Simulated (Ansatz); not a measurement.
## Run record: Co₃O₄

The cell (14 atoms) is Co₃O₄ in the coordinates of a database entry, unrelaxed (space group Fd-3m). Forces or pressure are large there, so the entry is far from the computed equilibrium and may be faulty or of a sample under other conditions, or the chosen U doesn't suit it. Source: COD entry 1526734; it may be a high-temperature, high-pressure or metastable form.

All numbers below come from DFT, PBEsol+U, PAW, plane waves, scalar-relativistic (Ansatz development build ahead of 0.2.0).

Input:

```yaml
crystal:
  lattice:
    - [0.0, 4.0325, 4.0325]
    - [4.0325, 0.0, 4.0325]
    - [4.0325, 4.0325, 0.0]
  atoms:
    - { symbol: O, position: [0.36, 0.36, 0.36] }
    - { symbol: O, position: [0.92, 0.36, 0.36] }
    - { symbol: O, position: [0.36, 0.36, 0.92] }
    - { symbol: O, position: [0.36, 0.92, 0.36] }
    - { symbol: O, position: [0.89, 0.89, 0.89] }
    - { symbol: O, position: [0.33, 0.89, 0.89] }
    - { symbol: O, position: [0.89, 0.89, 0.33] }
    - { symbol: O, position: [0.89, 0.33, 0.89] }
    - { symbol: Co, position: [0.75, 0.75, 0.75], spin: 3.0 }
    - { symbol: Co, position: [0.125, 0.125, 0.125], spin: 3.0 }
    - { symbol: Co, position: [0.625, 0.125, 0.125], spin: -3.0 }
    - { symbol: Co, position: [0.125, 0.125, 0.625], spin: -3.0 }
    - { symbol: Co, position: [0.125, 0.625, 0.125], spin: -3.0 }
    - { symbol: Co, position: [0.5, 0.5, 0.5], spin: 3.0 }
magnetization:
  spin_polarized: true
hamiltonian:
  xc: pbesol
  pseudopotentials: { kind: paw }
  hubbard: { sites: [{ species: Co, l: d, u_eff: 3.32 }] }
basis:
  ecutwfc: 420
kpoints:
  mp_grid: { grid: [3, 3, 3] }
scf:
  occupations: { method: fermi_dirac, width: 0.03 }
  lower_state_search: "off"
  algorithm: density_mixing
  max_iter: 70
  mixing: { algorithm: broyden, ndim: 2, beta: 0.9, preconditioner: none }
output:
  forces: true
  stress: true
```

The run was started with:
```sh
ansatz run input.yaml --threads 2 --pin off --max-ram 5120MiB --backend cpu --events-out ev --progress --plain --runs-dir out
```

Program output, abridged:

```
O: projections on atomic orbitals take those of the free atom [He] 2s2 2p4, of charge +0.00 (hamiltonian.pseudopotentials.projection_atoms); the dataset's partial waves leave at most 1.9e-8 of an orbital's norm unspanned inside its sphere
Co: projections on atomic orbitals take those of the free atom [Ne] 3s2 3p6 3d7 4s2, of charge +0.00 (hamiltonian.pseudopotentials.projection_atoms); the dataset's partial waves leave at most 1.4e-6 of an orbital's norm unspanned inside its sphere
Pseudopotentials: kind: paw
Pseudopotential: O, paw, valence charge 6, recommended cutoff 420 eV (normal), O.paw.azcp
Pseudopotential: Co, paw, valence charge 17, recommended cutoff 420 eV (normal), Co.paw.azcp
Functional definition: PBEsol
Crystal: 14 atoms, lattice volume = 131.145 Å³
Basis set: ecut = 420 eV, 2637 PW (Γ), exchange–correlation on 80×80×80 points (8 copies of the dense FFT grid, shifted against one another)
Bands: 101, of which v1, the nominal top of the filled ones, is band 75 counted from 1 (74 counted from 0)
Symmetry: 12 space group operations
Space group: R-3m (ITA 166), of the structure as read, at distance tolerance 5.1e-5 Å
Magnetic group: BNS 166.97 (UNI 1327), of the structure as read, at distance tolerance 5.1e-5 Å
k-points: 6 of 27
Non-local potential: O, projectors of the file, l = 0: 2, l = 1: 2, l = 2: 1
Non-local potential: Co, projectors of the file, l = 0: 3, l = 1: 2, l = 2: 3, l = 3: 1
PAW frozen core: O, regenerated for the run's functional, and the local potential with it (the file was generated under x = pbe(κ = 0.804, μ = 0.2195149727645171), c = pbe(β = 0.06672455060314922))
PAW frozen core: Co, regenerated for the run's functional, and the local potential with it (the file was generated under x = pbe(κ = 0.804, μ = 0.2195149727645171), c = pbe(β = 0.06672455060314922))
Initial density: superposition of atomic densities (chi_scale 0.1, normalization cell, long waves kept (reshape's long-wave potential 0.04 eV rms))
Starting moments: Σ|m| = 18 μB on 6 of 14 sites
Starting magnetic order: compensated ferrimagnet; no operation exchanges its spin sublattices
Initial wavefunctions: pseudopotential atomic-orbital guess
Functional: x = pbesol(κ = 0.804, μ = 0.12345679012345678), c = pbesol(β = 0.046)
SCF iter   1: F=—  HF=-35032.273718 eV  |F-HF|=—  |Δ(HF+E_count)|=         —  Δρ=2.46e-1 (↑1.94e-1 ↓2.46e-1)  dr2=1.28e2  dr2_m=2.20e1  M=0.254 μB ∫|m|=9.347 μB  β_m=0.90  ethr=3.10e-3  ⟨swp⟩=5.9  Hψ=4151  notcnv=0  defer=17
SCF iter   2: F=—  HF=-35404.345268 eV  |F-HF|=—  |Δ(HF+E_count)|=    3.72e2  Δρ=8.05e-1 (↑8.05e-1 ↓5.78e-1)  dr2=1.86e3  dr2_m=3.64e1  M=-4.390 μB ∫|m|=10.835 μB  β_m=0.90  ethr=3.10e-3  ⟨swp⟩=8.4  Hψ=3970  notcnv=0  defer=180  κ⁻¹=1.0e0(r=1)
SCF iter   3: F=—  HF=-35069.483959 eV  |F-HF|=—  |Δ(HF+E_count)|=    3.35e2  Δρ=3.63e-1 (↑3.63e-1 ↓3.47e-1)  dr2=6.02e2  dr2_m=1.38e1  M=-11.112 μB ∫|m|=16.934 μB  β_m=0.90  ethr=3.10e-3  ⟨swp⟩=4.3  Hψ=4008  notcnv=0  defer=198
Mixer restart at iter 3: flushing history
spin-set hold released at iteration 3 (the charge has settled, or the pull on large starting moments outlasts its swing): the magnetisation degrees of freedom join the quasi-Newton model from the next iteration; the mixer history was flushed
SCF iter   4: F=—  HF=-36967.230423 eV  |F-HF|=—  |Δ(HF+E_count)|=    1.90e3  Δρ=1.25e0 (↑1.25e0 ↓1.00e0)  dr2=6.35e3  dr2_m=1.24e2  M=-0.145 μB ∫|m|=1.672 μB  β_m=1.67  ethr=3.10e-3  ⟨swp⟩=17.1  Hψ=8783  notcnv=0  defer=210  κ⁻¹=1.0e0(r=1)
SCF iter   5: F=—  HF=-35097.470961 eV  |F-HF|=—  |Δ(HF+E_count)|=    1.87e3  Δρ=5.66e-1 (↑5.66e-1 ↓5.07e-1)  dr2=1.26e3  dr2_m=4.33e1  M=-2.000 μB ∫|m|=2.675 μB  β_m=2.79  ethr=3.10e-3  ⟨swp⟩=11.3  Hψ=8147  notcnv=0  defer=178  κ⁻¹=9.4e-3(r=2)
SCF iter   6: F=—  HF=-35062.043128 eV  |F-HF|=—  |Δ(HF+E_count)|=    3.54e1  Δρ=3.68e-1 (↑3.68e-1 ↓2.66e-1)  dr2=3.76e2  dr2_m=1.25e1  M=-4.215 μB ∫|m|=5.393 μB  β_m=1.38  ethr=3.10e-3  ⟨swp⟩=4.1  Hψ=2811  notcnv=0  defer=236  κ⁻¹=2.3e-1(r=2)
SCF iter   7: F=—  HF=-35351.063592 eV  |F-HF|=—  |Δ(HF+E_count)|=    2.89e2  Δρ=6.22e-1 (↑6.05e-1 ↓6.22e-1)  dr2=1.60e3  dr2_m=3.54e0  M=-3.962 μB ∫|m|=4.404 μB  β_m=1.63  ethr=3.10e-3  ⟨swp⟩=9.4  Hψ=4649  notcnv=0  defer=202  κ⁻¹=4.2e-1(r=2)
SCF iter   8: F=—  HF=-35092.400461 eV  |F-HF|=—  |Δ(HF+E_count)|=    2.59e2  Δρ=5.16e-1 (↑5.16e-1 ↓3.28e-1)  dr2=8.76e2  dr2_m=2.01e1  M=-7.892 μB ∫|m|=7.916 μB  β_m=1.90  ethr=3.10e-3  ⟨swp⟩=6.5  Hψ=4129  notcnv=0  defer=197  κ⁻¹=1.3e-1(r=2)
[... 52 iterations left out ...]
SCF iter  61: F=—  HF=-35882.091026 eV  |F-HF|=—  |Δ(HF+E_count)|=    8.07e2  Δρ=8.49e-1 (↑8.49e-1 ↓8.48e-1)  dr2=3.47e3  dr2_m=9.12e-4  M=-0.014 μB ∫|m|=0.021 μB  β_m=3.60  ethr=3.10e-3  ⟨swp⟩=11.1  Hψ=5299  notcnv=0  defer=231  κ⁻¹=2.8e-1(r=2)
SCF iter  62: F=—  HF=-35121.322654 eV  |F-HF|=—  |Δ(HF+E_count)|=    7.61e2  Δρ=4.61e-1 (↑4.61e-1 ↓4.60e-1)  dr2=1.20e3  dr2_m=4.35e-4  M=-0.044 μB ∫|m|=0.050 μB  β_m=1.54  ethr=3.10e-3  ⟨swp⟩=5.3  Hψ=4219  notcnv=0  defer=229  κ⁻¹=1.3e-1(r=2)
SCF iter  63: F=—  HF=-35317.751602 eV  |F-HF|=—  |Δ(HF+E_count)|=    1.96e2  Δρ=4.72e-1 (↑4.72e-1 ↓4.72e-1)  dr2=1.15e3  dr2_m=2.92e-5  M=-0.006 μB ∫|m|=0.014 μB  β_m=3.60  ethr=3.10e-3  ⟨swp⟩=8.3  Hψ=3860  notcnv=0  defer=185  κ⁻¹=3.6e-1(r=2)
SCF iter  64: F=—  HF=-35527.176975 eV  |F-HF|=—  |Δ(HF+E_count)|=    2.09e2  Δρ=6.35e-1 (↑6.35e-1 ↓6.34e-1)  dr2=1.76e3  dr2_m=1.46e-3  M=-0.001 μB ∫|m|=0.008 μB  β_m=3.16  ethr=3.10e-3  ⟨swp⟩=9.8  Hψ=4418  notcnv=0  defer=194  κ⁻¹=3.4e-1(r=2)
SCF iter  65: F=—  HF=-35204.439770 eV  |F-HF|=—  |Δ(HF+E_count)|=    3.23e2  Δρ=5.91e-1 (↑5.91e-1 ↓5.91e-1)  dr2=1.91e3  dr2_m=3.08e-5  M=-0.001 μB ∫|m|=0.008 μB  β_m=1.33  ethr=3.10e-3  ⟨swp⟩=9.2  Hψ=4407  notcnv=0  defer=215  κ⁻¹=2.3e-1(r=2)
SCF iter  66: F=—  HF=-36178.224062 eV  |F-HF|=—  |Δ(HF+E_count)|=    9.74e2  Δρ=8.47e-1 (↑8.47e-1 ↓8.47e-1)  dr2=3.78e3  dr2_m=1.61e-5  M=-0.002 μB ∫|m|=0.010 μB  β_m=1.05  ethr=3.10e-3  ⟨swp⟩=12.6  Hψ=5490  notcnv=0  defer=237  κ⁻¹=2.6e-1(r=2)
SCF iter  67: F=—  HF=-35909.154357 eV  |F-HF|=—  |Δ(HF+E_count)|=    2.69e2  Δρ=8.52e-1 (↑8.52e-1 ↓8.52e-1)  dr2=4.19e3  dr2_m=8.47e-6  M=-0.001 μB ∫|m|=0.008 μB  β_m=3.27  ethr=3.10e-3  ⟨swp⟩=11.2  Hψ=4796  notcnv=0  defer=234  κ⁻¹=3.2e-1(r=2)
SCF iter  68: F=—  HF=-35255.644062 eV  |F-HF|=—  |Δ(HF+E_count)|=    6.54e2  Δρ=5.14e-1 (↑5.14e-1 ↓5.14e-1)  dr2=1.11e3  dr2_m=5.88e-5  M=-0.008 μB ∫|m|=0.009 μB  β_m=0.90  ethr=3.10e-3  ⟨swp⟩=12.4  Hψ=14798  notcnv=0  κ⁻¹=1.4e-1(r=2)
SCF iter  69: F=—  HF=-36653.171293 eV  |F-HF|=—  |Δ(HF+E_count)|=    1.40e3  Δρ=1.04e0 (↑1.04e0 ↓1.04e0)  dr2=4.94e3  dr2_m=4.22e-6  M=-0.001 μB ∫|m|=0.001 μB  β_m=0.90  ethr=3.10e-3  ⟨swp⟩=15.5  Hψ=18714  notcnv=0  κ⁻¹=6.2e-1(r=2)
SCF iter  70: F=—  HF=-35687.153860 eV  |F-HF|=—  |Δ(HF+E_count)|=    9.66e2  Δρ=6.65e-1 (↑6.65e-1 ↓6.65e-1)  dr2=2.44e3  dr2_m=4.80e-6  M=-0.002 μB ∫|m|=0.005 μB  β_m=0.90  ethr=3.10e-3  ⟨swp⟩=1.2  Hψ=16072  notcnv=0  κ⁻¹=1.3e-1(r=2)
Error: did not converge after 70 iterations: dr2 = 2.44e3 (threshold 1.00e-7), under the density mixer `broyden` [...]
```

The log names the space group R-3m, not the crystal's Fd-3m, as the starting moments make like atoms unequal.

A static U favours moments and orbital order; the result depends on U and need not be the measured state. Only one magnetic start was run, with no search, so the state need not be the lowest.

The run took 120 s on 2 threads of Arm Neoverse V1, with other jobs on the host, peak memory 0.55 GiB.
